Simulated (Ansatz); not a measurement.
Ge (space group P4_32_12)

```yaml
crystal:
  lattice:
    - [5.87865, 0.00000, 0.00000]
    - [0.00000, 5.87865, 0.00000]
    - [0.00000, 0.00000, 6.89847]
  atoms:
    - { symbol: Ge, position: [0.08823, 0.08823, 0.00000] }
    - { symbol: Ge, position: [0.41177, 0.58823, 0.75000] }
    - { symbol: Ge, position: [0.91177, 0.91177, 0.50000] }
    - { symbol: Ge, position: [0.58823, 0.41177, 0.25000] }
    - { symbol: Ge, position: [0.17202, 0.36996, 0.25632] }
    - { symbol: Ge, position: [0.13004, 0.67202, 0.00632] }
    - { symbol: Ge, position: [0.82798, 0.63004, 0.75632] }
    - { symbol: Ge, position: [0.86996, 0.32798, 0.50632] }
    - { symbol: Ge, position: [0.67202, 0.13004, 0.99368] }
    - { symbol: Ge, position: [0.63004, 0.82798, 0.24368] }
    - { symbol: Ge, position: [0.32798, 0.86996, 0.49368] }
    - { symbol: Ge, position: [0.36996, 0.17202, 0.74368] }
```

The atoms are displaced by Q × the pattern below (from a DFPT mode at Γ, largest move 1; Q in Å), at fixed cell.

| atom | x | y | z |
|---|---|---|---|
| Ge1 | -0.224 | -0.224 | 0.000 |
| Ge2 | 0.224 | -0.224 | 0.000 |
| Ge3 | 0.224 | 0.224 | 0.000 |
| Ge4 | -0.224 | 0.224 | 0.000 |
| Ge5 | -0.554 | 0.693 | 0.461 |
| Ge6 | -0.693 | -0.554 | 0.461 |
| Ge7 | 0.554 | -0.693 | 0.461 |
| Ge8 | 0.693 | 0.554 | 0.461 |
| Ge9 | -0.554 | -0.693 | -0.461 |
| Ge10 | -0.693 | 0.554 | -0.461 |
| Ge11 | 0.554 | 0.693 | -0.461 |
| Ge12 | 0.693 | -0.554 | -0.461 |

All values below come from LDA (plane waves to 420 eV, PAW, scalar-relativistic; Ansatz, a first-principles code). k mesh 5×5×4 (Γ-centred), Fermi-Dirac smearing 0.05 eV. Ge was relaxed with its symmetry unable to fall. This is one of several known forms of Ge; the measured ambient cells at hand have space group No. 227.

At one point of the scan the forces (eV/Å) are:

| atom | Fx | Fy | Fz |
|---|---|---|---|
| Ge1 | -0.258 | -0.258 | 0.000 |
| Ge2 | 0.258 | -0.258 | 0.000 |
| Ge3 | 0.258 | 0.258 | 0.000 |
| Ge4 | -0.258 | 0.258 | 0.000 |
| Ge5 | -0.406 | 0.608 | 0.458 |
| Ge6 | -0.608 | -0.406 | 0.458 |
| Ge7 | 0.406 | -0.608 | 0.458 |
| Ge8 | 0.608 | 0.406 | 0.458 |
| Ge9 | -0.406 | -0.608 | -0.458 |
| Ge10 | -0.608 | 0.406 | -0.458 |
| Ge11 | 0.406 | 0.608 | -0.458 |
| Ge12 | 0.608 | -0.406 | -0.458 |

Question: Which point is it?
(A) Q = -0.150 Å
(B) Q = -0.060 Å
(C) Q = -0.090 Å
(D) Q = -0.030 Å

Answer: C, Q = -0.090 Å

(For displaced atoms, the force is minus the slope of the energy, and its curvature is a force constant, which sets phonon frequencies.)
